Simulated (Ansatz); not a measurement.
# Piezoelectric tensor of AlGa3P4

All numbers below come from DFT PBE, scalar-relativistic, plane waves, PAW (Ansatz). Plane waves to 420 eV; Γ-centred k mesh 6×6×6; fixed occupations. No spin polarisation.

The cell, relaxed at this level:
```yaml
crystal:
  lattice:
    - [5.50717, 0.00000, 0.00000]
    - [0.00000, 5.50717, 0.00000]
    - [0.00000, 0.00000, 5.50717]
  atoms:
    - { symbol: Al, position: [0.00000, 0.00000, 0.00000] }
    - { symbol: Ga, position: [0.50000, 0.00000, 0.50000] }
    - { symbol: Ga, position: [0.50000, 0.50000, 0.00000] }
    - { symbol: Ga, position: [0.00000, 0.50000, 0.50000] }
    - { symbol: P, position: [0.75050, 0.24949, 0.24949] }
    - { symbol: P, position: [0.75050, 0.75050, 0.75050] }
    - { symbol: P, position: [0.24949, 0.24949, 0.75050] }
    - { symbol: P, position: [0.24949, 0.75050, 0.24949] }
```

The structure comes from a generated guess, relaxed at this level; another structure or a mixture of phases may lie lower.

(1) Give the relaxed-ion proper piezoelectric stress tensor e_iJ (C/m², Voigt columns xx yy zz yz xz xy).

(2) With the elastic constants (GPa, Voigt order)
```
125.2  54.8  54.8   0.0   0.0   0.0
 54.8 125.2  54.8   0.0   0.0   0.0
 54.8  54.8 125.2   0.0   0.0   0.0
  0.0   0.0   0.0  63.3   0.0   0.0
  0.0   0.0   0.0   0.0  63.3   0.0
  0.0   0.0   0.0   0.0   0.0  63.3
```
find the strain coefficients d = e·C⁻¹ (pC/N).

## Answers

(1)
```
x   0.000 0.000 0.000 0.149 0.000 0.000
y   0.000 0.000 0.000 0.000 0.149 0.000
z   0.000 0.000 0.000 0.000 0.000 0.149
```
Signs follow the orientation of the cell as given.

(2)
```
x   0.00 0.00 0.00 2.35 0.00 0.00
y   0.00 0.00 0.00 0.00 2.35 0.00
z   0.00 0.00 0.00 0.00 0.00 2.35
```
